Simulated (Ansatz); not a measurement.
Data sheet: Si (DFT)

Si:
```
CELL_PARAMETERS angstrom
      0.00000     7.37222     7.37222
      7.37222     0.00000     7.37222
      7.37222     7.37222     0.00000
ATOMIC_POSITIONS crystal
  Si 0.50000 0.50000 0.50000
  Si 0.75000 0.75000 0.75000
  Si 0.38968 0.38968 0.38968
  Si 0.41903 0.86032 0.86032
  Si 0.38968 0.38968 0.83097
  Si 0.86032 0.41903 0.86032
  Si 0.83097 0.38968 0.38968
  Si 0.86032 0.86032 0.86032
  Si 0.38968 0.83097 0.38968
  Si 0.86032 0.86032 0.41903
  Si 0.36445 0.75289 0.75289
  Si 0.12022 0.49711 0.88555
  Si 0.75289 0.36445 0.12978
  Si 0.49711 0.12022 0.49711
  Si 0.12978 0.75289 0.75289
  Si 0.49711 0.88555 0.49711
  Si 0.75289 0.12978 0.36445
  Si 0.88555 0.49711 0.12022
  Si 0.75289 0.36445 0.75289
  Si 0.88555 0.12022 0.49711
  Si 0.12978 0.75289 0.36445
  Si 0.49711 0.49711 0.12022
  Si 0.75289 0.12978 0.75289
  Si 0.49711 0.49711 0.88555
  Si 0.36445 0.75289 0.12978
  Si 0.12022 0.88555 0.49711
  Si 0.75289 0.75289 0.36445
  Si 0.49711 0.88555 0.12022
  Si 0.36445 0.12978 0.75289
  Si 0.12022 0.49711 0.49711
  Si 0.75289 0.75289 0.12978
  Si 0.88555 0.49711 0.49711
  Si 0.12978 0.36445 0.75289
  Si 0.49711 0.12022 0.88555
```

Space group Fd-3m (No. 227); conventional cell a = b = c = 14.7444 Å, α = β = γ = 90.00°.

Method: plane-wave PAW PBE (Ansatz code). Geometry: relaxed at this level of theory. Other levels are named where they apply.

### Cell and energy

* **Volume per atom**: 23.57 Å³
* **Density**: 1.98 g/cm³

### Electronic structure

Band gap: 0.54 eV (indirect)
Valence-band maximum: at Γ
Conduction-band minimum: at L (4 equivalent valleys)
Smallest direct gap on the standard path: 0.85 eV
Electron effective mass: 0.30, 0.54, 0.54 mₑ (principal values)
Hole effective mass, band 1 of 3 at the edge: 2.2 along [100], 0.54 along [110], 0.43 along [111] (mₑ)
Hole effective mass, band 2 of 3 at the edge: 0.22 along [100], 0.33 along [110], 0.28 along [111] (mₑ)
Hole effective mass, band 3 of 3 at the edge: 0.22 along [100], 0.23 along [110], 0.28 along [111] (mₑ)

### Mechanics

* **Bulk modulus (Birch–Murnaghan fit)**: 61.2 GPa
* **Pressure derivative B′**: 4.2

The first step of the workflow began from a Materials Project structure, measured or hypothetical. Its sites differ from those of the usual phase in this space group: another stacking or structure type. Symmetry was held in the PBE relaxation; whether a distortion lowers the energy is not shown.

Potentials: the later of the program's two PAW sets.
